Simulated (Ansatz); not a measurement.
Ag in space group P6/mmm (No. 191; Ag on 2e, Ag on 2d, Ag on 3f) at seven volumes, r²SCAN in the plane-wave PAW code Ansatz, shape and atoms relaxed at each. One row is withheld.

```json
[
 {"V (Å³/atom)": "16.628", "P (GPa)": "11.30"},
 {"V (Å³/atom)": "17.176", "P (GPa)": "6.77"},
 {"V (Å³/atom)": "17.724", "P (GPa)": "3.05"},
 {"V (Å³/atom)": "18.272", "P (GPa)": "0.00"},
 {"V (Å³/atom)": "18.820", "P (GPa)": "-2.50"},
 {"V (Å³/atom)": "19.368", "P (GPa)": "?"},
 {"V (Å³/atom)": "19.917", "P (GPa)": "-6.20"}
]
```

Task: Fit the shown pressures and predict the withheld one.

Result: Third-order Birch–Murnaghan: P = (3/2)B₀(x^(7/2) − x^(5/2))[1 + (3/4)(B′ − 4)(x − 1)] with x = (V₀/V)^(2/3). Least squares on the six rows gives V₀ = 18.272 Å³/atom, B₀ = 91.85 GPa, B′ = 5.66. At V = 19.368, x = 0.9619 and P = -4.54 GPa. The run itself gave -4.54 GPa.

The start of the workflow was typed in or built on a structure type; neither database checked (COD, Materials Project) lists it. It is not the phase usual at ambient conditions (space group No. 225). The cell was relaxed with r²SCAN under the symmetry of its start. At this level the phase is mechanically unstable. No spin polarisation was allowed.

Potentials: the later of the program's two PAW sets.
